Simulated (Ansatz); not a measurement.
SrGeAu$_{3}$ in space group P4/nmm (No. 129; Au on 4e, Au on 2c, Ge on 2c, Sr on 2a), the program Ansatz at the PBEsol level (PAW), all energies at zero smearing, with the estimated change up to a 700 eV cutoff added, with one set of potentials and settings (totals compare only within such a set). Cell of 10 atoms (6 Au, 2 Ge, 2 Sr): -93539.184 eV.

```csv
element,reference phase,E (eV/atom)
Au,"Fm-3m, 1 atoms in the cell",-13007.0999
Ge,"Fd-3m, 2 atoms in the cell",-4253.4978
Sr,"Fm-3m, 1 atoms in the cell",-3492.2134
```

Formation energy per atom, worked out: (-93539.184 − 6×(-13007.0999) − 2×(-4253.4978) − 2×(-3492.2134))/10 = -0.516 eV/atom (-50 kJ per mol of atoms), at 0 K, without zero-point energy or fitted corrections.

The workflow started from an entry of the Crystallography Open Database (COD, 295 K). Whether it is the stable phase at ambient conditions was not checked. Symmetry was held in the PBEsol relaxation; whether a distortion lowers the energy is not shown. The references are the lowest solids computed at this level, not always the standard phases. Spin–orbit coupling is left out wherever it is not named.

Potentials: the later of the program's two PAW sets.
